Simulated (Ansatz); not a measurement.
These are results of DFT PBE, scalar-relativistic, plane waves, PAW, and for the lanthanide a 4f-in-core norm-conserving potential (Ansatz), not measurements. Settings: cutoff 630 eV, Γ-centred meshes spaced at most about 0.3 Å⁻¹, and about 0.25 Å⁻¹ or finer for metals (2π included), Gaussian smearing. No spin polarisation in the final relaxations.

These are static total energies at zero pressure. All come from trial cells, and lower structures may exist.

Question: These unrelaxed guesses for DyGaH₄ are each relaxed within their symmetry. Order them by the energy at which they end, lowest first.
1.

Space group F-43m (No. 216). a = 6.792 Å, b = 6.792 Å, c = 6.792 Å, α = 90.00°, β = 90.00°, γ = 90.00°
```csv
atom,site,symmetry,x,y,z
Dy,4b,-43m,0.5000,0.0000,0.0000
Ga,4d,-43m,0.2500,0.2500,0.7500
H,16e,.3m,0.3758,0.3758,0.1242
```

2.

Space group P4/mmm (No. 123). a = 3.710 Å, b = 3.710 Å, c = 5.345 Å, α = 90.00°, β = 90.00°, γ = 90.00°
```json
{"atom": "Dy", "site": "1d", "symmetry": "4/mmm", "x": "0.5000", "y": "0.5000", "z": "0.5000"}
{"atom": "Ga", "site": "1c", "symmetry": "4/mmm", "x": "0.5000", "y": "0.5000", "z": "0.0000"}
{"atom": "H", "site": "2g", "symmetry": "4mm", "x": "0.0000", "y": "0.0000", "z": "0.6974"}
{"atom": "H", "site": "1b", "symmetry": "4/mmm", "x": "0.0000", "y": "0.0000", "z": "0.5000"}
{"atom": "H", "site": "1a", "symmetry": "4/mmm", "x": "0.0000", "y": "0.0000", "z": "0.0000"}
```

3.

Space group P6/mmm (No. 191). a = 3.152 Å, b = 3.152 Å, c = 5.568 Å, α = 90.00°, β = 90.00°, γ = 120.00°
```csv
atom,site,symmetry,x,y,z
Dy,1b,6/mmm,0.0000,0.0000,0.5000
Ga,1a,6/mmm,0.0000,0.0000,0.0000
H,4h,3m.,0.3333,0.6667,0.1795
```

Answer: 3 (ends in P6/mmm, 0 meV/atom), 2 (ends in P4/mmm, 286 meV/atom), 1 (ends in F-43m, 0.38 eV/atom). Even the lowest end lies +0.03 eV/atom against the elements.

With hydrogen, zero-point motion can shift such differences by 10 meV/atom or more. Cells relaxed within their symmetry can be saddle points. Some types were kept out of the candidates beforehand, so the set may lack a known form.

The lanthanide is trivalent by construction, without f bands, f moments or other valences. The reference runs of the other elements, and any phases without the lanthanide, used 420 eV, which shifts energies against them by under 10 meV/atom. The lanthanide's reference is the lowest of its hcp, dhcp and fcc cells.
